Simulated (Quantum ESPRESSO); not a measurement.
## Band energies of MgZn$_{3}$S$_{4}$

```
MgZn3S4
1.0
    5.45480     0.00000     0.00000
    0.00000     5.45480     0.00000
    0.00000     0.00000     5.45480
Mg S Zn
1 4 3
Direct
  0.50000   0.50000   0.50000
  0.75633   0.75633   0.24367
  0.75633   0.24367   0.75633
  0.24367   0.24367   0.24367
  0.24367   0.75633   0.75633
  0.00000   0.00000   0.50000
  0.50000   0.00000   0.00000
  0.00000   0.50000   0.00000
```

LDA (pw.x of Quantum ESPRESSO, ONCV potentials, without SOC); path ΓXMΓRX,MR; energies in eV from the valence-band maximum.

```csv
k (1/Å),point,band 43,band 44,band 45,band 46,band 47,band 48,band 49,band 50
0.00,Γ,-1.94,-1.94,0.00,0.00,0.00,2.13,3.28,3.28
0.29,,-1.72,-1.72,-0.98,-0.34,-0.34,3.27,3.62,4.13
0.58,X,-2.02,-1.28,-1.28,-0.88,-0.88,4.35,4.38,4.69
0.77,,-1.88,-1.46,-1.11,-1.00,-0.78,4.53,4.67,4.97
1.15,M,-2.09,-0.83,-0.79,-0.75,-0.75,4.70,4.70,5.06
1.36,,-1.47,-1.24,-1.15,-1.05,-0.41,4.36,4.81,5.14
1.56,,-1.81,-1.57,-1.50,-0.73,-0.17,3.67,4.13,4.43
1.97,Γ,-1.94,-1.94,0.00,0.00,0.00,2.13,3.28,3.28
2.13,,-1.87,-1.87,-0.53,-0.06,-0.06,2.58,3.48,3.48
2.30,,-1.68,-1.68,-1.48,-0.20,-0.20,3.21,3.84,3.84
2.63,,-1.13,-1.13,-1.03,-0.55,-0.55,3.45,4.20,4.20
2.80,,-0.88,-0.88,-0.76,-0.66,-0.66,3.29,3.57,3.57
2.96,R,-0.76,-0.76,-0.65,-0.65,-0.65,3.19,3.19,3.19
3.29,,-1.09,-0.96,-0.95,-0.85,-0.74,3.74,4.00,4.42
3.45,,-1.52,-1.12,-1.03,-1.02,-0.81,4.13,4.46,5.12
3.62,,-2.02,-1.24,-1.19,-0.96,-0.86,4.34,4.61,4.92
3.78,X,-2.02,-1.28,-1.28,-0.88,-0.88,4.35,4.38,4.69
3.78,M,-2.09,-0.83,-0.79,-0.75,-0.75,4.70,4.70,5.06
3.92,,-1.81,-0.84,-0.75,-0.74,-0.74,4.47,4.47,4.70
4.07,,-1.32,-0.85,-0.73,-0.73,-0.70,3.93,3.93,4.02
4.35,R,-0.76,-0.76,-0.65,-0.65,-0.65,3.19,3.19,3.19
```

The LDA gap is direct, 2.13 eV at Γ.

Geometry of the Materials Project entry, not relaxed at this level.

The structure is a Materials Project entry; no match was found in the copy of COD used, and its stability was not checked.
